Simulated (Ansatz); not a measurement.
An Ansatz (a program for electronic structure) run. Input:

Ansatz 0.2 input:
```yaml
crystal:
  lattice:
    - [4.4276372447, 0.0, 0.0]
    - [0.0, 8.9176009874, 0.0]
    - [0.0, 0.0, 6.2021191298]
  atoms:
    - { symbol: Mg, position: [0.0, 0.2736894526, 0.9817180358] }
    - { symbol: Mg, position: [0.0, 0.7263105474, 0.9817180358] }
    - { symbol: Mg, position: [0.5, 0.0, 0.4851174363] }
    - { symbol: Mg, position: [0.5, 0.5, 0.5461738883] }
    - { symbol: Te, position: [0.5, 0.2641965608, 0.2510731342] }
    - { symbol: Te, position: [0.5, 0.7358034392, 0.2510731342] }
    - { symbol: Te, position: [0.0, 0.0, 0.7545931602] }
    - { symbol: S, position: [0.0, 0.5, 0.7485331751] }
kpoints:
  mp_grid: { grid: [5, 3, 4] }
  band_path:
    path:
      - [[0.0, 0.0, 0.0], [0.5, 0.0, 0.0], [0.5, 0.5, 0.0], [0.0, 0.5, 0.0], [0.0, 0.0, 0.0], [0.0, 0.0, 0.5], [0.5, 0.0, 0.5], [0.5, 0.5, 0.5], [0.0, 0.5, 0.5], [0.0, 0.0, 0.5]]  # Γ-X-S-Y-Γ-Z-U-R-T-Z
      - [[0.5, 0.0, 0.0], [0.5, 0.0, 0.5]]  # X-U
      - [[0.0, 0.5, 0.0], [0.0, 0.5, 0.5]]  # Y-T
      - [[0.5, 0.5, 0.0], [0.5, 0.5, 0.5]]  # S-R
      - [VBM, CBM]
    npoints: 6
hamiltonian:
  xc: r2scan
  pseudopotentials: { kind: paw }
magnetization: { noncollinear: true, spin_orbit: true }
scf:
  n_extra_bands: 16
  convergence: { dr2_threshold: 0.0000000001 }
  occupations: { method: gaussian, width: 0.01 }
checkpoint: { write: soc.run }
output: { eigenvalues: true }
```

Output (shortened):

```
Pseudopotential: Mg, paw_fr, valence charge 10
Pseudopotential: Te, paw_fr, valence charge 16
Pseudopotential: S, paw_fr, valence charge 6
Functional definition: r2SCAN
non-collinear run that drives no moment, with spin-orbit …
Crystal: 8 atoms, lattice volume = 244.884 Å³
Basis set: ecut = 500 eV, 6199 PW (Γ), exchange–correlation on 144×288×192 points (64 copies of the dense FFT grid, shifted against one another)
Bands: 110, of which v1, the nominal top of the filled ones, is band 94 counted from 1 (93 counted from 0)
Symmetry: 4 space group operations + 4 with time reversal
k-points: 18 of 60 (time reversal used)
Projection manifold: j_resolved (fully-relativistic pseudo-atomic orbitals)
iter 1 solved again at ethr=2.10e-3 eV; its pass at ethr=3.10e-3 eV (dr2=1.97e0 eV) is discarded
SCF iter   1: F=—  HF=-29570.094896 eV  |F-HF|=—  |Δ(HF+E_count)|=         —  Δρ=3.25e-2  dr2=1.98e0  dr2_τ=3.40e-3  dr2_m=0.00e0 (ungated)  ethr=2.10e-3  |M|=0.00e0 ∫|m|=0.00e0 μB  |m|>n=0.0e0 m-floor=0.0e0 τ_xc=0.0e0  β_m=0.30  ⟨swp⟩=2.1  Hψ=12969  notcnv=0
preconditioner: auto → Resta (q_TF=auto, 2.326 Å⁻¹)
spin=Noncollinear: Resta preconditioning applied to the charge; magnetization (m_x, m_y, m_z) channels mix plain (no charge-response kernel on spin).
SCF iter   2: F=—  HF=-29570.208320 eV  |F-HF|=—  |Δ(HF+E_count)|=   1.13e-1  Δρ=2.28e-2  dr2=1.07e0  dr2_τ=3.85e-3  dr2_m=0.00e0 (ungated)  ethr=2.10e-3  |M|=0.00e0 ∫|m|=0.00e0 μB  |m|>n=0.0e0 m-floor=0.0e0 τ_xc=0.0e0  β_m=0.63  ⟨swp⟩=2.8  Hψ=2331  notcnv=0  defer=1
SCF iter   3: F=—  HF=-29570.472976 eV  |F-HF|=—  |Δ(HF+E_count)|=   2.65e-1  Δρ=3.93e-3  dr2=5.78e-2  dr2_τ=2.41e-4  dr2_m=0.00e0 (ungated)  ethr=1.13e-3  |M|=0.00e0 ∫|m|=0.00e0 μB  |m|>n=0.0e0 m-floor=0.0e0 τ_xc=0.0e0  β_m=0.76  ⟨swp⟩=4.0  Hψ=4281  notcnv=0  defer=11
SCF iter   4: F=—  HF=-29570.494080 eV  |F-HF|=—  |Δ(HF+E_count)|=   2.11e-2  Δρ=9.51e-4  dr2=1.89e-3  dr2_τ=1.68e-5  dr2_m=0.00e0 (ungated)  ethr=6.15e-5  |M|=0.00e0 ∫|m|=0.00e0 μB  |m|>n=0.0e0 m-floor=0.0e0 τ_xc=0.0e0  β_m=0.88  ⟨swp⟩=3.2  Hψ=3080  notcnv=0  defer=132
SCF iter   5: F=—  HF=-29570.495509 eV  |F-HF|=—  |Δ(HF+E_count)|=   1.43e-3  Δρ=2.06e-4  dr2=1.84e-4  dr2_τ=1.86e-6  dr2_m=0.00e0 (ungated)  ethr=2.01e-6  |M|=0.00e0 ∫|m|=0.00e0 μB  |m|>n=0.0e0 m-floor=0.0e0 τ_xc=0.0e0  β_m=0.88  ⟨swp⟩=2.1  Hψ=3136  notcnv=0  defer=152
SCF iter   6: F=—  HF=-29570.495561 eV  |F-HF|=—  |Δ(HF+E_count)|=   5.12e-5  Δρ=6.40e-5  dr2=1.30e-5  dr2_τ=1.06e-7  dr2_m=0.00e0 (ungated)  ethr=1.96e-7  |M|=0.00e0 ∫|m|=0.00e0 μB  |m|>n=0.0e0 m-floor=0.0e0 τ_xc=0.0e0  β_m=0.93  ⟨swp⟩=3.0  Hψ=3449  notcnv=0  defer=152
SCF iter   7: F=—  HF=-29570.495566 eV  |F-HF|=—  |Δ(HF+E_count)|=   5.28e-6  Δρ=1.60e-5  dr2=7.90e-7  dr2_τ=2.35e-9  dr2_m=0.00e0 (ungated)  ethr=1.39e-8  |M|=0.00e0 ∫|m|=0.00e0 μB  |m|>n=0.0e0 m-floor=0.0e0 τ_xc=0.0e0  β_m=0.97  ⟨swp⟩=3.0  Hψ=3520  notcnv=0  defer=152
SCF iter   8: F=—  HF=-29570.495594 eV  |F-HF|=—  |Δ(HF+E_count)|=   2.79e-5  Δρ=3.46e-6  dr2=3.92e-8  dr2_τ=6.63e-10  dr2_m=0.00e0 (ungated)  ethr=8.41e-10  |M|=0.00e0 ∫|m|=0.00e0 μB  |m|>n=0.0e0 m-floor=0.0e0 τ_xc=0.0e0  β_m=0.95  ⟨swp⟩=2.6  Hψ=3185  notcnv=0  defer=152
SCF iter  11: F=-29570.495594 eV  HF=-29570.495594 eV  |F-HF|=2.91e-11  |Δ(HF+E_count)|=  1.42e-10  Δρ=1.26e-7  dr2=4.36e-11  dr2_τ=5.98e-13  dr2_m=0.00e0 (ungated)  ethr=1.00e-12  |M|=0.00e0 ∫|m|=0.00e0 μB  |m|>n=0.0e0 m-floor=0.0e0 τ_xc=0.0e0  ⟨swp⟩=10.1  Hψ=7643  notcnv=0
SCF 1 converged in 11 iterations: F = -29570.495594 eV  dr2 = 4.36e-11
NSCF: frozen V_eff on 64 k-points
NSCF: frozen V_eff on 64 k-points
NSCF: frozen V_eff on 64 k-points
NSCF: frozen V_eff on 9 k-points
NSCF: frozen V_eff on 18 k-points
NSCF: frozen V_eff on 14 k-points
NSCF: frozen V_eff on 10 k-points
NSCF: frozen V_eff on 21 k-points
NSCF: frozen V_eff on 14 k-points
NSCF: frozen V_eff on 11 k-points
NSCF: frozen V_eff on 3 k-points
NSCF: frozen V_eff on 11 k-points
NSCF: frozen V_eff on 3 k-points
NSCF: frozen V_eff on 83 k-points
SCF converged after 11 iterations
Magnetization: |M| = 0.0000 μB,  M = (+0.0000, +0.0000, +0.0000) μB
Absolute magnetization: 0.0000 μB (∫|m|)
  site 0: m = (+0.0000, +0.0000, +0.0000) μB, |m| = 0.0000 μB  (R = 1.02 Å)
  site 1: m = (+0.0000, +0.0000, +0.0000) μB, |m| = 0.0000 μB  (R = 1.02 Å)
  site 2: m = (+0.0000, +0.0000, +0.0000) μB, |m| = 0.0000 μB  (R = 1.14 Å)
  site 3: m = (+0.0000, +0.0000, +0.0000) μB, |m| = 0.0000 μB  (R = 1.05 Å)
  site 4: m = (+0.0000, +0.0000, +0.0000) μB, |m| = 0.0000 μB  (R = 1.14 Å)
  site 5: m = (+0.0000, +0.0000, +0.0000) μB, |m| = 0.0000 μB  (R = 1.14 Å)
  site 6: m = (+0.0000, +0.0000, +0.0000) μB, |m| = 0.0000 μB  (R = 1.14 Å)
  site 7: m = (+0.0000, +0.0000, +0.0000) μB, |m| = 0.0000 μB  (R = 1.02 Å)
Free energy (F): -29570.495594 eV
Harris-Foulkes:  -29570.495594 eV  (|F-HF|=2.91e-11)
Internal energy: -29570.495594 eV  (E = F + TS)
E sigma→0 (E₀):  -29570.495594 eV
Fermi energy:    5.611900 eV
--- Per-component energies (eV) ---
  E_band       = -2459.980046
  E_kinetic    = 951.089003
  E_local      = -11801.095823  (includes V_loc(G=0)·N_el)
  E_nonlocal   = -516.712778
  E_hartree    = 5410.040915
  E_xc         = -547.487655
  E_vxc        = -588.541414  (∫ρ·V_xc dr)
  E_paw        = -15823.488099  (= ΣΔE_a)
  E_vpaw       = -1359.903508  (= ΣTr[D̂ρ^β])
  E_aug_tail   = -0.000116  (compensation charges beyond the density's cutoff)
  E_vtau       = 35.102535  (kinetic-family band-sum trace: ∫τ·v_τ [+ j·A + Jᵃ·Aᵃ] dr)
  E_ewald      = -7243.517157
  E_core_change = 0.676118  (= ΣΔE_core)
  E_smearing   =  0.000000  (= −TS)
  E_closure    =  0.000000  (closes the sum)
  Σ components = -29570.495594   (vs F -29570.495594, Δ=0.00e0)
  [band-id]    e_kinetic+e_local+e_nonlocal+2·e_hartree+e_vxc+e_vpaw+e_augmentation_tail+e_vtau = -2459.980272   (vs E_band -2459.980046, Δ=-2.26e-4)
--- Band table (eV; the first three rows and the last of 18) ---
  k-point 0: bands = ["-73.9547", "-73.9547", "-73.7368", "-73.7368", "-73.7368", "-73.7368", "-73.6031", "-73.6031", "-39.2484", "-39.2484", "-39.0316", "-39.0316", "-39.0315", "-39.0315", "-38.9693", "-38.9693", "-38.9453", "-38.9453", "-38.8977", …
  k-point 1: bands = ["-73.9547", "-73.9547", "-73.7368", "-73.7368", "-73.7368", "-73.7368", "-73.6031", "-73.6031", "-39.2484", "-39.2484", "-39.0316", "-39.0316", "-39.0315", "-39.0315", "-38.9693", "-38.9693", "-38.9453", "-38.9453", "-38.8977", …
  k-point 2: bands = ["-73.9547", "-73.9547", "-73.7368", "-73.7368", "-73.7368", "-73.7368", "-73.6031", "-73.6031", "-39.2484", "-39.2484", "-39.0316", "-39.0316", "-39.0315", "-39.0315", "-38.9693", "-38.9693", "-38.9453", "-38.9453", "-38.8977", …
  k-point 17: bands = ["-73.9547", "-73.9547", "-73.7368", "-73.7368", "-73.7368", "-73.7368", "-73.6031", "-73.6031", "-39.2485", "-39.2484", "-39.0317", "-39.0317", "-39.0315", "-39.0315", "-38.9693", "-38.9693", "-38.9456", "-38.9456", "-38.8977", …
```

Cost: around 60 core-minutes (rough) on shared cores.

Space group Pmm2. The workflow started from a Materials Project entry (that database holds measured and hypothetical structures alike); the Crystallography Open Database copy checked does not list it. Its standing as an ambient phase is unchecked. The cell was relaxed with r²SCAN under the symmetry of its start; whether a distortion lowers the energy is not shown.

Potentials: the later of the program's two PAW sets.

Ansatz is a plane-wave DFT program.
